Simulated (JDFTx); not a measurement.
Al2Pt(111) slab cut from bulk Al2Pt (space group Fm-3m, indices of the conventional cell, lattice of the Materials Project entry mp-1502, not re-optimised): 9 atoms in 9 planes, a 1x1 cell of 15.06 Å² (|a| = 4.171, |b| = 4.171 Å), 8.2 Å between the outermost planes, Al outermost, slab composition Al6Pt3, cell height 24.5 Å, 6×6×1 k mesh, Fermi smearing 0.01 Ha, no spin polarisation. Whether this polymorph is the ambient one wasn't checked.

All numbers are PBE, GBRV ultrasoft potentials, plane waves to 20/100 Ha results from JDFTx (a modified build), not measurements. Liquid on both sides: CANDLE, acetonitrile, 1 M NaCl; nuclei fixed. At negative charge CANDLE's numbers also depend on the cell height, by up to tenths of a volt.

Charging data:

| U − U_pzc (V) | σ (μC/cm²) |
|---|---|
| -0.30 | -2.77 |
| 0.00 | 0.00 |
| 0.30 | 3.67 |

Worked example: a check of Lippmann's equation. The grand free energy per area against the neutral slab, Δγ = [F(N) − F(N₀) − μ(N − N₀)]/2A, is taken from the total energies of the same runs.

| U − U_pzc (V) | Δγ (mJ/m²) |
|---|---|
| -0.30 | -4.5 |
| 0.00 | 0.0 |
| 0.30 | -5.4 |

Δγ is largest at zero charge and falls away from it, as dγ/dU = −σ demands. At -0.30 V the computed -4.5 mJ/m² stands beside -4.2 mJ/m² from the constant-capacitance formula.
